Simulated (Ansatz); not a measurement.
A geometry of ZrO2 away from equilibrium: the start of the relaxation of a relaxed ZrO2 cell shaken by Gaussian noise of σ = 0.08 Å a coordinate. Level of theory: PBEsol (plane waves to 420 eV, PAW, scalar-relativistic; Ansatz, a program for electronic structure). Γ-centred k-mesh 4×4×4 on the run's cell (coarser than for final values), Fermi–Dirac smearing 0.05 eV.

```xyz
12
Lattice="5.2569 0.0000 0.0000 0.0000 5.0502 0.0000 0.0000 0.0000 5.0705" Properties=species:S:1:pos:R:3:forces:R:3 pbc="T T T" free_energy=-21022.025 pressure_GPa=3.6
Zr     0.1495     1.2890     1.2573   -0.6034    1.1823    0.2592
Zr     5.0890     3.8080     3.7967   -0.5937   -1.5313    0.6125
Zr     2.7622     3.6341     1.3262   -0.4295   -0.0561   -0.3028
Zr     2.4490     1.3497     3.7749    0.7626   -0.0687    2.2254
O      1.8593     0.2649     0.6097    0.4627    0.2512   -0.2679
O      3.2395     4.6915     3.1301    0.5491   -0.6516   -0.0819
O      4.5658     4.6480     0.6947   -0.6599   -0.3216   -0.6393
O      0.6520     0.4604     3.1528   -0.8162   -2.2599    0.2903
O      1.0338     2.6725    -0.0087    1.3923    0.1351    0.7818
O      4.0044     2.3130     2.5974    0.2954    0.3447   -0.5442
O      3.7651     2.4068     0.0112   -0.3921   -0.6254    0.2492
O      1.3680     2.5134     2.6539    0.0327    3.6014   -2.5822
```

Positions in Å, forces in eV/Å, free energy of the cell in eV (comparable only within this code, potentials and settings). Largest force: 4.43 eV/Å, on O12 (atoms numbered as listed); the geometry lies 0.08 eV/atom above the end of its relaxation.

No spin polarisation in the result.

The first start was generated by placing the elements on the sites of a structure type. A measured structure of ZrO2 has the same space group, Pca2₁ (No. 29); the sites were not compared with it. Another known form has space group No. 14.
